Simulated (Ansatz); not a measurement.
Mo3Si (A15, Cr3Si type)

```xyz
8
Lattice="4.8845 0.0000 0.0000 0.0000 4.8845 0.0000 0.0000 0.0000 4.8845" Properties=species:S:1:pos:R:3 pbc="T T T"
Si     2.4422     2.4422     2.4422
Si     0.0000     0.0000     0.0000
Mo     0.0000     2.4422     1.2211
Mo     0.0000     2.4422     3.6634
Mo     1.2211     0.0000     2.4422
Mo     3.6634     0.0000     2.4422
Mo     2.4422     1.2211     0.0000
Mo     2.4422     3.6634     0.0000
```

E(V) scan at fixed shape, V₀ the volume above. Symmetry pins the atoms to their sites.

Method: r2SCAN (plane waves to 500 eV, PAW, scalar-relativistic; Ansatz, a first-principles code). k mesh 10×10×10 (Γ-centred), Fermi-Dirac smearing 0.05 eV. Energies are smeared free energies. Compression counts positive. Mo3Si is run without spin polarisation. Mo3Si was relaxed with its symmetry unable to fall. The zero of ΔE is the relaxed starting cell. The last digit holds for this mesh only.

| V (Å³/atom) | ΔE (meV/atom) |
|---|---|
| 13.110 | 144.6 |
| 13.353 | 97.3 |
| 13.596 | 60.3 |
| 13.838 | 32.9 |
| 14.081 | 14.2 |
| 14.324 | 3.4 |
| 14.567 | 0.0 |
| 14.810 | 3.3 |
| 15.052 | 12.6 |
| 15.295 | withheld |
| 15.538 | 47.7 |
| 15.781 | 72.5 |
| 16.024 | 101.6 |

Fit a third-order Birch-Murnaghan form (E₀, V₀, B₀, B₀′ free) to the given rows and predict ΔE at V = 15.295.

Least squares on the 12 given rows: ΔE = E₀ + (9V₀B₀/16)·y²·[2 + (B₀′ − 4)y], y = (V₀/V)^(2/3) − 1, with V₀ = 14.567 Å³/atom, B₀ = 264.3 GPa (160.2 GPa = 1 eV/Å³; the term in eV is multiplied by 1000), B₀′ = 4.29, E₀ = 0.02 meV/atom; root-mean-square residual 0.05 meV/atom. At 15.295 the fit gives 27.6 meV/atom; the calculation gives 27.6 meV/atom, the same to the digits shown. For the pressure the fit gives -11.6 GPa against the computed -11.6 GPa.

(A scan under strain: stresses follow from slopes of the energy per volume, elastic moduli from its curvatures.)
